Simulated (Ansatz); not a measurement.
Method: PBEsol, scalar-relativistic; no spin polarisation; PAW, 420 eV, 12×12×8 k-mesh, Gaussian smearing of 0.05 eV; code Ansatz; PAW files: Ansatz's generated set soft_2.

A compound XF2 has these computed properties.

* Space group: P-3m1 (No. 164)
* Conventional cell: a = 3.220 Å, b = 3.220 Å, c = 4.306 Å, α = 90.00°, β = 90.00°, γ = 120.00°
* Volume: 12.88 Å³/atom
* Band gap: 0.53 eV
* Smallest direct gap: 0.91 eV
* Formation energy from the elements (0 K, uncorrected): -0.75 eV/atom
* Shear modulus (Hill): 17.1 GPa
* Young's modulus: 43 GPa
* Poisson's ratio: 0.27
* Elastically stable: yes

Sites: X on 1a, F on 2d.

Q: Which element is X?
A. Tc
B. Rh
C. Pd
D. Ru

A: D. X is Ru, so the compound is RuF2.

This is a trial structure made by placing the elements on a prototype's sites, so it needn't be the stable form.

Semilocal functionals underestimate band gaps, commonly by a third or more.
